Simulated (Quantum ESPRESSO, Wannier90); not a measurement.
## RbH2N (P2₁/m), plane waves to Wannier functions

```
begin unit_cell_cart
ang
    4.8411500000    0.0000000000    0.0000000000
    0.0000000000    3.9472600000    0.0000000000
   -0.9943160000    0.0000000000    6.3345980000
end unit_cell_cart
begin atoms_frac
Rb   0.2039900000  0.2500000000  0.3014100000
Rb  -0.2039900000 -0.2500000000 -0.3014100000
H    0.3363700000  0.4502900000 -0.1305000000
H   -0.3363700000 -0.4502900000  0.1305000000
H   -0.3363700000 -0.0497100000  0.1305000000
H    0.3363700000  0.0497100000 -0.1305000000
N    0.2896700000  0.2500000000 -0.2319000000
N   -0.2896700000 -0.2500000000  0.2319000000
end atoms_frac
```

Materials Project entry mp-697144; symmetrised, unrelaxed at this level. Not found in the COD (Crystallography Open Database) copy used; not checked further. Method: LDA plane waves in Quantum ESPRESSO 7.5 (PseudoDojo norm-conserving files, 68 Ry, no spin polarisation, no spin-orbit coupling), Bloch states on a 6×8×6 mesh through Γ, Wannier90 4.0.1. Density: 6×8×6 mesh, cold smearing 0.01 Ry.

Bands 15-16 form an isolated set from -0.91 to 0.00 eV relative to the valence-band maximum (on the path) and are turned into 2 Wannier functions by minimising the spread from the start: SCDM (isolated).

**Question.** Where do the functions sit, how wide are they and what are they made of?

**Answer.** 
```json
[
 {"functions": "2", "spread (Å²)": "2.01", "nearest atom, distance (Å)": "N 0.07", "second atom, distance (Å)": "H 0.98", "weight on atomic waves": "N 2p 89 %"}
]
```

Ω_I = 4.02 Å², Ω_total = 4.02 Å²; the interpolated bands follow pw.x to 0.7 meV rms on the path. Only this start was tried; a symmetric start can stop on a saddle, and mixtures of these functions could lower the total by at most Ω_total − Ω_I.
